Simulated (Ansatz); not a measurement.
Data:

BeRh:
```
CELL_PARAMETERS angstrom
      2.73048     0.00000     0.00000
      0.00000     2.73048     0.00000
      0.00000     0.00000     2.73048
ATOMIC_POSITIONS crystal
  Be 0.00000 0.00000 0.00000
  Rh 0.50000 0.50000 0.50000
```

This is the LDA-relaxed structure.

### Question
All from plane-wave PAW LDA (Ansatz code), unless another level is named. Estimate the bulk modulus (Birch–Murnaghan fit).

### Answer
243 GPa.

### Question
And the highest zone-centre frequency?

### Answer
442 cm⁻¹.

### Question
And the elastic constants (relaxed ions, GPa)?

### Answer
C11 = 436, C12 = 148, C44 = 109.

Space group Pm-3m (CsCl type). The workflow started from a Materials Project entry (that database holds measured and hypothetical structures alike); the Crystallography Open Database copy checked does not list it. With Be and Rh taken as one species the cell has the higher symmetry Im-3m, so it may be an ordered model of a mixed-site phase. Whether it is the stable phase at ambient conditions was not checked. The cell was relaxed with LDA under the symmetry of its start; of distortions, only those at the zone centre were tested. No spin polarisation was allowed. As this level gives no gap, shear constants depend on the k-mesh and smearing (Fermi–Dirac, 0.1 eV here). As this level gives no gap, phonon frequencies hold no LO–TO term and depend on the k-mesh and smearing (Fermi–Dirac, 0.1 eV here).

Potentials: the later of the program's two PAW sets.
